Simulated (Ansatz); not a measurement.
# Compressing Hg4Pt: a fit and a missing row

Hg4Pt, Im-3m, a = 6.229 Å. The structure is a COD entry; whether it is the stable form wasn't checked. Ansatz: PBEsol, PAW, 420 eV, Γ-centred 8×8×8 mesh on 5 atoms, Gaussian smearing 0.10 eV; no spin polarisation. Symmetry fixes shape and atoms, so the cell is only scaled; pressure is positive in compression.

| V (Å³/atom) | P (GPa) |
| --- | --- |
| 21.267 | ? |
| 21.992 | 10.15 |
| 22.717 | 6.06 |
| 23.442 | 2.72 |
| 24.167 | -0.01 |
| 24.892 | -2.23 |
| 25.617 | -4.02 |
| 26.584 | -5.88 |

Question: Take V0 = 24.167 Å³/atom, count pressures from its P0 = -0.01 GPa, fit the third-order Birch–Murnaghan form to the other rows, and predict the missing pressure.

Answer: With the Eulerian strain f = ½[(V0/V)^(2/3) − 1] and y = (P − P0)/[3f(1 + 2f)^(5/2)], the form is the line y = B0 + 1.5 B0 (B0′ − 4) f. Rows (f, y): 0.03245, 89.2; 0.02106, 86.7; 0.01026, 84.3; -0.00976, 79.6; -0.01905, 77.3; -0.03079, 74.5. Means f = 0.0006950, y = 81.933; Σ(Δf)² = 0.003005, ΣΔfΔy = 0.7004; the slope is their ratio. y = 81.77 + 233.1 f GPa, so B0 = 81.8 GPa and B0′ = 4 + 2 × (233.1)/(3 × 81.77) = 5.90. At V = 21.267, f = 0.04448, y = 92.14 and P = 15.20 GPa. The run gave 15.13 GPa, so the fit is 0.07 GPa too high, a small miss on the scale of the series.

Spin–orbit coupling is left out, which can shift energies with elements as heavy as these.